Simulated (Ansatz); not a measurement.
Hf2B:
```cif
data_B3Hf6
_chemical_formula_sum 'Hf6 B3'
_space_group_name_H-M_alt 'R-3m :H'
_space_group_IT_number 166
_space_group_name_Hall '-R 3 2"'
_cell_length_a 3.41119
_cell_length_b 3.41119
_cell_length_c 15.83504
_cell_angle_alpha 90.000
_cell_angle_beta 90.000
_cell_angle_gamma 120.000
loop_
_atom_site_label
_atom_site_type_symbol
_atom_site_symmetry_multiplicity
_atom_site_Wyckoff_symbol
_atom_site_fract_x
_atom_site_fract_y
_atom_site_fract_z
_atom_site_occupancy
Hf1 Hf 6 c 0.00000 0.00000 0.25209 1
B1 B 3 a 0.00000 0.00000 0.00000 1
```
(The calculation used a cell of 3 atoms; values per cell refer to that cell.)

Relaxed at zero pressure with r²SCAN (plane waves, PAW; program Ansatz).

Problem. The volume is raised by 6 % and shape and atoms relax at that volume. What pressure results, and how do the axes share the change?

Solution. -6.0 GPa; a 1.6 %, b 1.6 %, c 2.6 %; the energy rises by 21 meV/atom.

Problem. Give the new structure.

Solution. 
Space group R-3m, hexagonal axes (No. 166); a = b = 3.4669 Å, c = 16.2496 Å, α = β = 90.00°, γ = 120.00°

| atom | site | symmetry | x | y | z |
|---|---|---|---|---|---|
| Hf | 6c | 3m | 0.0000 | 0.0000 | 0.2543 |
| B | 3a | -3m | 0.0000 | 0.0000 | 0.0000 |

The phase is kept; no other phase was compared at this pressure.

The start of the workflow was typed in or built on a structure type; neither database checked (COD, Materials Project) lists it. Its standing as an ambient phase is unchecked. The cell was relaxed with r²SCAN under the symmetry of its start; its stability against distortions is not shown here. The run is not spin-polarised. The volume moved by -21 % from the start of the relaxation. Scalar-relativistic: spin–orbit coupling is off unless named, which matters more the heavier the elements.

Potentials: the earlier of the program's two PAW sets. The files were generated under PBE; for other functionals the program regenerates the frozen cores, and for LDA and PBEsol the local potential too.
